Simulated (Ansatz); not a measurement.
Input and command of a calculation in Ansatz (plane waves; scalar-relativistic PAW potentials unless the input names others):

```yaml
crystal:
  lattice:
    - [2.7988563849, 0.0, 0.0]
    - [-1.3994281924, 2.4238807308, 0.0]
    - [0.0, 0.0, 4.2809558065]
  atoms:
    - { symbol: Si, position: [0.3333333333, 0.6666666667, 0.25] }
    - { symbol: Si, position: [0.6666666667, 0.3333333333, 0.75] }
basis:
  ecutwfc: 420
kpoints:
  mp_grid: { grid: [21, 21, 10] }
hamiltonian:
  xc: lda
scf:
  occupations: { method: fixed }
  max_iter: 50
output:
  forces: true
  eigenvalues: true
  stress: true
```

```bash
ansatz run input.yaml --threads 1 --pin off --max-ram 1228MiB --backend cpu --events-out ev --progress --plain --runs-dir out
```

Abridged log:
```
Basis set: ecut = 420 eV, 579 PW (Γ)
Bands: 8, of which v1, the nominal top of the filled ones, is band 4 counted from 1 (3 counted from 0)
Symmetry: 24 space group operations
k-points: 288 of 4410
SCF iter   1: F=—  HF=-1214.055365 eV  |F-HF|=—  |Δ(HF+E_count)|=         —  Δρ=8.70e-3  dr2=2.28e-2  ethr=1.77e-3  ⟨swp⟩=4.2  Hψ=15934  notcnv=0  defer=350
SCF iter   2: F=—  HF=-1214.047021 eV  |F-HF|=—  |Δ(HF+E_count)|=   8.34e-3  Δρ=3.22e-3  dr2=2.83e-3  ethr=2.85e-4  ⟨swp⟩=1.8  Hψ=4960  notcnv=0  defer=542
SCF iter   3: F=—  HF=-1214.045929 eV  |F-HF|=—  |Δ(HF+E_count)|=   1.09e-3  Δρ=3.04e-4  dr2=1.33e-5  ethr=3.53e-5  ⟨swp⟩=3.0  Hψ=4044  notcnv=0  defer=570
SCF iter   4: F=—  HF=-1214.045930 eV  |F-HF|=—  |Δ(HF+E_count)|=   1.61e-6  Δρ=3.81e-5  dr2=4.94e-7  ethr=1.67e-7  ⟨swp⟩=2.0  Hψ=3318  notcnv=0  defer=54
SCF iter   5: F=-1214.045930 eV  HF=-1214.045930 eV  |F-HF|=8.87e-10  |Δ(HF+E_count)|=   2.25e-7  Δρ=2.89e-6  dr2=2.29e-9  ethr=6.18e-9  ⟨swp⟩=2.1  Hψ=3458  notcnv=0  defer=53
SCF iter   6: F=-1214.045930 eV  HF=-1214.045930 eV  |F-HF|=9.09e-13  |Δ(HF+E_count)|=   7.70e-9  Δρ=2.02e-7  dr2=5.27e-12  ethr=2.86e-11  ⟨swp⟩=3.0  Hψ=12343  notcnv=0
SCF 1 converged in 6 iterations: F = -1214.045930 eV  dr2 = 5.27e-12
SCF converged after 6 iterations
Free energy (F): -1214.045930 eV
Harris-Foulkes:  -1214.045930 eV  (|F-HF|=9.09e-13)
Internal energy: -1214.045930 eV  (E = F + TS)
E sigma→0 (E₀):  -1214.045930 eV
Fermi energy:    17.636967 eV
--- Forces (eV/Å), atoms counted from 1 ---
  atom   1  Si     0.00000000     0.00000000     0.00000000
  atom   2  Si     0.00000000     0.00000000     0.00000000
--- Stress (GPa, compression-positive) ---
        6.311617       0.000000       0.000000
        0.000000       6.311617       0.000000
        0.000000       0.000000       7.989500
  P = ⅓ Tr σ = 6.8709 GPa (68.709 kbar)
```

What should be changed?

The fault is fixed occupations on a metal: they fill the same number of bands at every k-point, while the true filling differs from point to point (scf.occupations: {"method": "gaussian", "width": 0.15} → {"method": "fixed"}, the first being the value of the sound run). Setting it back cures it. The log, from which this was withheld above, says: «WARN: a fill by count may have filled part of one level: at k-index 1 the highest filled band, 17.445651 eV, and the lowest empty band, 17.445651 eV, stand 0.000e0 eV apart, within the solve's uncertainty, 3.162e-4 eV. If they are one level, whatever splits it, however little, can move the result. A smearing (`scf.occupations.method` with a `width`) well over the split that the run's distortions make …» The run converged all the same, with an energy at zero smearing 1.2 eV/atom above the reference's, pressure 6.87 GPa, largest force 0.000 eV/Å, no gap on the mesh, so convergence alone doesn't show that an input is right. A reference run from the same start on usual settings converged with pressure -3.81 GPa, largest force 0.000 eV/Å, no gap on the mesh.